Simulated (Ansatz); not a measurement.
# Trial structures of In₃S₂: starts and ends

Method: Ansatz 0.2.0, DFT PBE, scalar-relativistic, plane waves, PAW. Settings: cutoff 420 eV, Γ-centred meshes spaced at most about 0.3 Å⁻¹, and about 0.25 Å⁻¹ or finer for metals (2π included), Gaussian smearing. No spin polarisation in the final relaxations.

Each guess was relaxed in cell and atoms at zero pressure, within the symmetry of its start. These are static total energies at zero pressure. Coordination counts S atoms around In (those within 1.25 times the shortest such distance or 1.15 times the sum of covalent radii; a plus sign parts nearer from farther groups; the shortest distance is added where it is long for a bond; a slash parts the counts of unlike sites).

```csv
guess,made from,start group,V start (Å³/atom),end group,V end (Å³/atom),coordination at the end,gap on mesh (eV),E over the lowest end (meV/atom)
1,random cell,P4/mmm,30.5,P4/mmm,38.7,In 2/8 from 4.0 Å,0,119
2,Br2Cl3 type,R-3m,33.0,?,?,?,?,?
3,random cell,P4/mmm,29.0,P4/mmm,27.9,In 2/8 from 3.3 Å/8 from 3.9 Å,0,0
4,random cell,P6/mmm,25.5,P6/mmm,27.6,In 1/1+1,0,148
```

Guess 2 as it starts:

```cif
data_structure
_symmetry_space_group_name_H-M 'R-3m:H'
_symmetry_Int_Tables_number 166
_cell_length_a 7.8203
_cell_length_b 7.8203
_cell_length_c 9.3454
_cell_angle_alpha 90.000
_cell_angle_beta 90.000
_cell_angle_gamma 120.000
_cell_volume 494.97
loop_
_atom_site_label
_atom_site_type_symbol
_atom_site_symmetry_multiplicity
_atom_site_Wyckoff_symbol
_atom_site_fract_x
_atom_site_fract_y
_atom_site_fract_z
_atom_site_occupancy
In1 In 9 d 0.83333 0.16667 0.16667 1
S1 S 6 c 0.00000 0.00000 0.81876 1
```

Task: Fill in the missing row: what does this guess relax into, and where does it rank?

Result: It ends in space group R-3m (No. 166), with a = 8.686 Å, c = 7.306 Å, 31.8 Å³/atom and no gap. It lies 137 meV/atom over the lowest end, above guess 1 and below guess 4. Counting S atoms around In, this end has In 2 and the lowest (guess 3) has In 2/8 from 3.3 Å/8 from 3.9 Å.

```
In S
1.0
     4.34302    2.50744    2.43546
    -4.34302    2.50744    2.43546
     0.00000   -5.01488    2.43546
In S
3 2
Cartesian
  -2.1715 1.2537 1.2177
  0.0000 -2.5074 1.2177
  2.1715 1.2537 1.2177
  0.0000 0.0000 5.3707
  0.0000 0.0000 1.9357
```

The zero of energy is the elements' standard structures at the same level; no fitted shifts are applied.

Task: Is the lowest end bound against the elements?

Result: No: its formation energy is +0.05 eV/atom. A positive value: parting into the elements would lower its energy.

For metals, differences of a few meV/atom aren't resolved. In P4/mmm at 27.9 Å³/atom, P4/mmm at 38.7 Å³/atom, R-3m an odd number of electrons in the primitive cell allows no gap without spin; a larger cell or a magnetic state could open one. A magnetic state wasn't ruled out in cells without spin, among them R-3m, P6/mmm. The reference form of S is held partly by dispersion forces, which this level lacks. Cells relaxed within their symmetry can be saddle points. A lower structure may well exist outside this small set. Some structure types and database cells were kept out of the candidates from the start, so a known form may be missing.
